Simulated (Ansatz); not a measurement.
## Al: two-dimensional strain map

These are results of DFT LDA, scalar-relativistic, plane waves, PAW in Ansatz 0.2.0, not measurements. The runs took a 420 eV cutoff, a Γ-centred 20×20×20 mesh and Gaussian smearing (0.15 eV). No spin polarisation. Energies are free energies at this smearing, counted from the undisturbed cell; pressure is positive in compression.

Reference structure (as given, not relaxed at this level; it stands at -3.6 GPa):

```yaml
crystal:
  lattice:
    - [0.00000, 2.02398, 2.02398]
    - [2.02398, 0.00000, 2.02398]
    - [2.02398, 2.02398, 0.00000]
  atoms:
    - { symbol: Al, position: [0.00000, 0.00000, 0.00000] }
```

The cell is strained by p along both x and y and by q along z, fractional coordinates fixed. Points are written (p, q).

Energy above the undisturbed cell in meV/atom (a dash: not computed):

```csv
p \ q,-0.050,-0.025,0.000,0.025,0.050
-0.050,40.7,19.8,9.0,7.2,12.5
-0.025,3.8,-6.1,-8.5,-3.2,8.3
0.000,-5.6,-6.8,0.0,12.1,29.5
0.025,7.0,13.2,26.7,45.8,68.9
0.050,35.2,49.9,69.2,93.3,121.1
```

Pressure in GPa:

```csv
p \ q,-0.050,-0.025,0.000,0.025,0.050
-0.050,11.2,8.1,5.4,3.2,1.3
-0.025,5.1,2.4,0.2,-1.7,-3.2
0.000,0.5,-1.8,-3.6,-5.1,-6.4
0.025,-3.2,-5.0,-6.4,-7.6,-8.6
0.050,-5.9,-7.4,-8.6,-9.5,-10.2
```